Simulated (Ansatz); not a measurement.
Input:

TaS$_{2}$:
```xyz
3
Lattice="3.3269 0.0000 0.0000 -1.6635 2.8812 0.0000 0.0000 0.0000 5.7827" Properties=species:S:1:pos:R:3 pbc="T T T"
Ta     0.0000     0.0000     0.0000
S      0.0000     1.9208     1.5460
S      1.6635     0.9604     4.2367
```

This is the PBE+D3(BJ)-relaxed structure.

### Question
All from PBE+D3(BJ) (plane waves, PAW; program Ansatz), unless another level is named. Predict the highest zone-centre frequency.

### Answer
376 cm⁻¹.

### Question
What about the Debye temperature from the elastic constants?

### Answer
292 K.

Space group P-3m1 (CdI2 type). This is a known high-temperature phase of the composition, computed here at zero pressure and temperature. Symmetry was held in the PBE+D3(BJ) relaxation; its stability against distortions is not shown here. The run is not spin-polarised. With an odd number of electrons in the cell and no spin polarisation, the count alone makes it a metal. As this level gives no gap, shear constants depend on the k-mesh and smearing (Fermi–Dirac, 0.1 eV here). As this level gives no gap, phonon frequencies hold no LO–TO term and depend on the k-mesh and smearing (Fermi–Dirac, 0.1 eV here). Scalar-relativistic: spin–orbit coupling is off unless named, which matters more the heavier the elements.

Potentials: the later of the program's two PAW sets.
